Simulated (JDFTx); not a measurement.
System: W(110) (Im-3m bulk; lattice of mp-91, not re-optimised at this level), 1x1 cell of 4 atoms in 4 planes, area 7.11 Å² a face, 6.6 Å between the outermost planes in a cell 22.7 Å high; k mesh 8×8×1, Fermi width 0.01 Ha, no spin polarisation.

Profiles through the double layer of this slab, charged, in CANDLE, water, 1 M NaCl; PBE, GBRV ultrasoft potentials, plane waves to 20/100 Ha, a modified build of JDFTx. z is the height above the outermost atoms, φ the plane-averaged electrostatic potential energy of an electron (zero in the bulk liquid), ρ_b the bound charge of solvent and ions, s the cavity shape function (0 in the solid, 1 in the liquid).

```tsv
z (Å)	n (e/Å³)	s	φ (eV)	ρ_b (10⁻³ e/Å³)
0.86	0.3030	0.00	-3.773	0.00
1.32	0.0825	0.00	-3.034	-0.18
1.78	0.0244	0.00	-1.306	-6.38
2.24	0.0065	0.02	-0.288	-13.78
2.71	0.0016	0.18	-0.114	-2.01
3.17	0.0004	0.47	-0.079	-0.05
3.63	0.0001	0.77	-0.063	-0.04
4.10	0.0000	0.97	-0.053	-0.03
4.56	0.0000	1.00	-0.045	-0.02
5.02	0.0000	1.00	-0.039	-0.02
5.49	0.0000	1.00	-0.033	-0.02
5.95	0.0000	1.00	-0.029	-0.02
6.41	0.0000	1.00	-0.025	-0.01
6.88	0.0000	1.00	-0.021	-0.01
7.34	0.0000	1.00	-0.018	-0.01
7.80	0.0000	1.00	-0.016	-0.01
```

Question: Is the electrode positively or negatively charged, and roughly by how much?

Answer: Positively: σ = 16.8 μC/cm² per face. The liquid's bound charge is of the opposite sign overall, and far from the surface φ decays with the screening length (3.0 Å).
